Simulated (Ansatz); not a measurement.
**Question.** Name crystals whose computed values (PBE (plane waves, PAW; program Ansatz)) fall in these windows: B₀ by P(V) fit (GPa) 210 to 280; gap (eV) 2.6 to 3.3; electron conductivity mass (mₑ) 0.35 to 0.43.

**Answer.** 

| crystal | B₀ by P(V) fit (GPa) | gap (eV) | electron conductivity mass (mₑ) |
|---|---|---|---|
| AlBN2, chalcopyrite | 258 | 2.89 | 0.38 |
Others may fit too.

Typed or built starts, not in the databases checked: AlBN2, chalcopyrite. The cell was relaxed under the symmetry of its start.

Potentials: the later of the program's two PAW sets.
